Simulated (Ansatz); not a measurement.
Consider the following.

Ge:
```
CELL_PARAMETERS angstrom
      2.67667     0.00000     0.00000
      0.00000     2.67667     0.00000
      0.00000     0.00000     2.67667
ATOMIC_POSITIONS crystal
  Ge 0.00000 0.00000 0.00000
```

This is the r²SCAN-relaxed structure.

All from plane-wave PAW r²SCAN (Ansatz code), unless another level is named. Estimate the electronic character.

metallic (no gap).

Next, the density of states at the Fermi level?

0.44 states/eV per atom (mean over ±0.08 eV).

What about the gap with spin–orbit coupling?

none (metallic).

Space group Pm-3m (simple cubic). The cell is a constructed one: a structure type filled with these elements; neither database checked (COD, Materials Project) lists it. It is not the phase usual at ambient conditions (space group No. 227). The cell was relaxed with r²SCAN under the symmetry of its start; its stability against distortions is not shown here. Spin–orbit coupling is left out wherever it is not named.

Potentials: the later of the program's two PAW sets.
